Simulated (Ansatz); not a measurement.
Ca3GeO (anti-perovskite)

```xyz
5
Lattice="4.6703 0.0000 0.0000 0.0000 4.6703 0.0000 0.0000 0.0000 4.6703" Properties=species:S:1:pos:R:3 pbc="T T T"
Ca     2.3351     2.3351     0.0000
Ca     0.0000     2.3351     2.3351
Ca     2.3351     0.0000     2.3351
Ge     0.0000     0.0000     0.0000
O      2.3351     2.3351     2.3351
```

Equation-of-state scan: isotropic scaling of the cell above, V₀ being its volume. Symmetry pins the atoms to their sites.

These are PBEsol (plane waves to 420 eV, PAW, scalar-relativistic; Ansatz, a program for electronic structure) values and carry that method's errors. k mesh 10×10×10 (Γ-centred), Fermi-Dirac smearing 0.05 eV. Energies are smeared free energies. At this level the bands of Ca3GeO touch or barely overlap. Ca3GeO was relaxed with its symmetry unable to fall. ΔE is measured from the relaxed starting cell. The last digit holds for this mesh only.

```tsv
V (Å³/atom)	ΔE (meV/atom)
18.336	48.3
18.743	29.7
19.151	16.1
19.558	6.9
19.966	1.6
20.373	0.0
20.781	1.6
21.188	6.0
21.596	13.1
22.003	22.5
22.410	34.0
```

Question: What is the fitted pressure derivative B₀′?

Answer: 4.3.

Question: What bulk modulus B₀ follows from a third-order Birch-Murnaghan fit?

Answer: 63.2 GPa.

(A scan under strain: stresses follow from slopes of the energy per volume, elastic moduli from its curvatures.)
